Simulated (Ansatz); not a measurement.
**SrCl$_{2}$ (Fm-3m), comparing deformations**

Method: DFT r2SCAN, scalar-relativistic, plane waves, PAW (Ansatz 0.2.0). Settings: plane waves to 500 eV, k-mesh 6×6×6 (Γ-centred), Gaussian smearing 0.05 eV. No spin polarisation. Energies are free energies at this smearing, counted from the undisturbed cell; pressure is positive in compression.

Zero of the scan (as given, not relaxed at this level; it stands at 0.4 GPa, and it needn't be the usual structure):

```xyz
3
Lattice="0.0000 3.4855 3.4855 3.4855 0.0000 3.4855 3.4855 3.4855 0.0000" Properties=species:S:1:pos:R:3 pbc="T T T"
Sr    0.0000    0.0000    0.0000
Cl    1.7428    1.7428    1.7428
Cl    5.2283    5.2283    5.2283
```

The cell is strained by ε times a Voigt pattern (xx, yy, zz, yz, xz, xy; engineering shear) with fractional coordinates fixed. τ = (1/V0) dE/dε comes from the stress tensor. Of each scan, only the three points used here are listed.

```
            pattern        ε  τ (GPa)
 (0, 1, 0, 0, 0, 0)  -0.0100    -1.17
 (0, 1, 0, 0, 0, 0)   0.0000    -0.39
 (0, 1, 0, 0, 0, 0)   0.0050    -0.01
 (0, 0, 0, 0, 1, 0)  -0.0187   -0.307
 (0, 0, 0, 0, 1, 0)   0.0000    0.000
 (0, 0, 0, 0, 1, 0)   0.0187    0.307
(1, -1, 0, 0, 0, 0)  -0.0050    -0.56
(1, -1, 0, 0, 0, 0)   0.0000     0.00
(1, -1, 0, 0, 0, 0)   0.0050     0.56
```

Which constants do the scans give, and which deformation costs least for the same size of strain tensor?

The slope dτ/dε at zero (parabola through three points) is pᵀCp: (0, 1, 0, 0, 0, 0) gives C11 = 76 GPa; (0, 0, 0, 0, 1, 0) gives C44 = 16.4 GPa; (1, -1, 0, 0, 0, 0) gives 2(C11 − C12) = 111 GPa. The size of the strain tensor, ε:ε, is ε² times 1.0, 0.5, 2.0. Per unit of it the stiffnesses are 76, 32.8, 56 GPa, so (0, 0, 0, 0, 1, 0) is the softest of these: at ε:ε = (1 %)² the quadratic term costs 0.29 meV/atom against 0.67 for the stiffest. These are clamped-ion values.

What else follows for this cubic crystal?

From the unrounded slopes C11 = 76.2 and C12 = 20.5 GPa, so B = (C11 + 2 C12)/3 = 39 GPa and the Poisson ratio for a pull along a cube edge is C12/(C11 + C12) = 0.21.

How anisotropic is this cubic crystal?

Zener's ratio 2 C44/(C11 − C12) = 0.59 with clamped ions; it is 1 for an isotropic solid.

Forces appear on the atoms along this scan, and letting them relax would lower the energy and soften the response.